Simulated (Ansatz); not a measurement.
Here is an unrelaxed guess for BeAl.

```xyz
2
Lattice="2.8620 0.0000 0.0000 -1.4310 2.4786 0.0000 0.0000 0.0000 3.4202" Properties=species:S:1:pos:R:3 pbc="T T T"
Be    0.0000    0.0000    1.7101
Al    0.0000    0.0000    0.0000
```

The calculation used Ansatz, DFT PBE, scalar-relativistic, plane waves, PAW. Settings: cutoff 420 eV, Γ-centred mesh 6×6×6 on the computed 2-atom cell, Gaussian smearing of 0.10 eV; no spin polarisation.

Formation energies are uncorrected and refer to the elements' standard structures at the same level.

Q: How far from equilibrium is it?

A: The pressure is 69.1 GPa (the mean over three directions, positive in compression), the largest force is 0.00 eV/Å (symmetry fixes the atoms), and the energy is +3.04 eV/atom against the elements. The shortest distance is 1.71 Å.

Q: How much does it gain on relaxing, and where does it end?

A: Relaxing gains about 2.3 eV/atom (the start's value is from the coarse mesh, so the gain is rough) in 24 ionic steps and ends at +0.69 eV/atom on the finer mesh. The symmetry stays P6/mmm (No. 191). The volume per atom grows by 23.6 %, from 12.1 to 15.0 Å³. The shortest distance goes from 1.71 Å (Be–Al) to 2.56 Å (Al–Al and Be–Be). The ratio c/a of the conventional cell changes by a factor of 1.73. Conventional cell: a = 2.557 Å, c = 5.296 Å. Around Be lie 6 Be at 2.56 Å and 2 Al at 2.65 Å; Al has 6 Al at 2.56 Å and 2 Be at 2.65 Å.

The last run used a 24×24×12 mesh (in the run's order of axes) for its 2-atom cell and Gaussian smearing of 0.10 eV. The relaxation can't lower the symmetry of the start. Symmetry constrained the relaxation, so the result can be a saddle point. Another cell of BeAl relaxed alike, in P6_3/mmc, lies 0.53 eV/atom lower, so this cell isn't the stable form at this level.
